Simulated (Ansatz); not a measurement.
AlPd:
```
CELL_PARAMETERS angstrom
      0.00000     2.54475     2.54475
      2.54475     0.00000     2.54475
      2.54475     2.54475     0.00000
ATOMIC_POSITIONS crystal
  Pd 0.00000 0.00000 0.00000
  Al 0.50000 0.50000 0.50000
```

Relaxed with r²SCAN.

Question: Map the electron localisation function on the plane through (0.000, 0.000, 0.000) spanned by u = [1, 0, 0] and v = [0, 1, -1] in lattice vectors, from plane-wave PAW r²SCAN (Ansatz code).

Answer: x is the fraction of u, y of v (the angle between them is 90°; rows are the nearest grid lines); atoms in the plane: Pd at (0.00, 0.00), Al at (0.50, 0.50).
```
|:.:--:.:::::.:--:.:|
|.::--:::::::::--::.|
|::---:::---:::---::|
|----::--===--::----|
|---::-=======-::---|
|::::-=+=---=+=-::::|
|.::-=++-. .-++=-::.|
|:::-==-     -==-:::|
|::-==-.  .  .-==-::|
|::-==-  :@:  -==-::|
|::-==-.  .  .-==-::|
|:::-==-     -==-:::|
|.::-=++-. .-++=-::.|
|::::-=+=---=+=-::::|
|---::-=======-::---|
|----::--===--::----|
|::---:::---:::---::|
|.::--:::::::::--::.|
|:.:--:.:::::.:--:.:|
```
Scale: ten equal steps from 0.030 (start of ' ') to 1.08 (end of '@'), in the order ' .:-=+*#%@'; x runs from 0.000 to 1.00, y from 0.000 (bottom) to 1.00 (top).

The density is the valence pseudo-density with augmentation charge, so density and ELF within about 1 Å of a nucleus are not all-electron values.

Space group Fm-3m (rock salt). The start of the workflow was typed in or built on a structure type; neither database checked (COD, Materials Project) lists it. Its standing as an ambient phase is unchecked. Symmetry was held in the r²SCAN relaxation. At this level the phase is mechanically unstable. No spin polarisation was allowed.

Potentials: the earlier of the program's two PAW sets.
